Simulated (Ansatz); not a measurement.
Clean, relaxed (100) surface of Ag, space group Fm-3m (No. 225) (top face towards +c; atoms held fixed, by place in the list: 1, 2):

```
CELL_PARAMETERS angstrom
2.86690 0.00000 0.00000
0.00000 2.86690 0.00000
0.00000 0.00000 23.08162
ATOMIC_POSITIONS crystal
Ag 0.50000 0.50000 0.36826
Ag 0.00000 0.00000 0.45609
Ag 0.50000 0.50000 0.54421
Ag 0.00000 0.00000 0.63017
```

Level of theory: DFT PBEsol, scalar-relativistic, plane waves, PAW in Ansatz. Plane waves to 420 eV, a k mesh through Γ of 10×10×1 on the computed 4-atom cell and Gaussian smearing (0.10 eV); no spin polarisation. The cell repeats along c with a dipole correction in the vacuum.

CH is put at the hollow (over Ag) at (0.50, 0.50) site, one adsorbate per 8.2 Å², and relaxed. E_ads counts from the clean slab and the free adsorbate (spin-polarised where it has unpaired electrons); negative means bound. Heights count from the highest slab atom after relaxation. Bonded neighbours lie within 1.25 times the sum of covalent radii (1.35 for H) and, on that scale, within 12 % of the closest. With the adsorbate the cell is lengthened along c to keep the vacuum.

Problem. How strongly does it bind, and where does its anchoring atom end?

Solution. -4.12 eV; at (0.50, 0.50), 4 bonded neighbours (Ag).

Problem. How high does its anchoring atom sit over the highest slab atom, and what is the shortest contact with the surface?

Solution. 0.73 Å; C–Ag 2.15 Å.

Problem. The clean face has a work function of 4.27 eV. How does the adsorbate change it?

Solution. By -1.07 eV.

Problem. Does the adsorbate stay in one piece?

Solution. Yes.

Each end is the local minimum or symmetric point that its start leads to. The slab is only 6.1 Å thick, so the energies aren't converged with thickness.

For at least one of the starts the bottom face's work function also shifts by over 0.1 eV: the slab is too thin to screen the adsorbate, so the work functions aren't converged with thickness.

The adsorbed runs have no spin polarisation, so weakly bound open-shell ends lie too high.